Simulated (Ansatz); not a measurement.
# Where the states of InF lie

```yaml
crystal:
  lattice:
    - [3.64429, 0.00000, 0.00000]
    - [-1.82214, 3.15604, 0.00000]
    - [0.00000, 0.00000, 8.90509]
  atoms:
    - { symbol: In, position: [0.33333, 0.66667, 0.00881] }
    - { symbol: In, position: [0.66667, 0.33333, 0.50881] }
    - { symbol: F, position: [0.33333, 0.66667, 0.36719] }
    - { symbol: F, position: [0.66667, 0.33333, 0.86719] }
```

The cell was built from the wurtzite type and relaxed in the same program, and has space group P6_3mc; it needn't be a known or the stable phase.

Spin–orbit coupling is left out, though it moves levels of the heavy atoms by tenths of an eV or more.

Level of theory: DFT, PBE, all-electron LAPW, scalar-relativistic in Ansatz 0.2.0.

Sampling and basis: a Γ-centred 14×14×8 k mesh, Fermi–Dirac smearing of 0.05 eV, basis error target 1 meV/atom, no spin polarisation.

States per eV and cell, averaged over 0.6 eV, from -5.8 to 4.2 eV, with energies (bin centres) from the valence-band top; empty bins are left out. The partial columns, the largest 3 alone, are projections on Löwdin-orthogonalised atomic shells (those that the program's projection atoms carry: the occupied ones and, for some elements, an empty d or f shell; other empty shells have no column), summed over atoms of an element. Weights on diffuse s and p shells depend on that basis and aren't pure angular character.

| E (eV) | total | F 2p | In 5p | In 5s |
| --- | --- | --- | --- | --- |
| -5.6 | 1.35 | 0.65 | 0.12 | 0.56 |
| -5.0 | 5.31 | 3.32 | 0.39 | 1.53 |
| -4.4 | 2.91 | 2.50 | 0.34 | 0.04 |
| -3.8 | 10.42 | 9.69 | 0.57 | 0.03 |
| -3.2 | 0.04 | 0.03 | 0.00 | 0.01 |
| -2.6 | 0.46 | 0.24 | 0.07 | 0.13 |
| -2.0 | 1.01 | 0.47 | 0.17 | 0.34 |
| -1.4 | 1.62 | 0.65 | 0.28 | 0.66 |
| -0.8 | 2.12 | 0.61 | 0.33 | 1.15 |
| -0.2 | 1.41 | 0.34 | 0.15 | 0.90 |
| 1.6 | 0.47 | 0.05 | 0.37 | 0.02 |
| 2.2 | 2.03 | 0.21 | 1.57 | 0.13 |
| 2.8 | 1.61 | 0.13 | 1.17 | 0.21 |
| 3.4 | 1.55 | 0.10 | 1.13 | 0.23 |
| 4.0 | 1.66 | 0.11 | 1.29 | 0.16 |

**Question.** Which of the resolved shells contributes most in the top eV of the valence band?

**Answer.** In 5s, with 58 % of all states there; F 2p follows with 27 %.
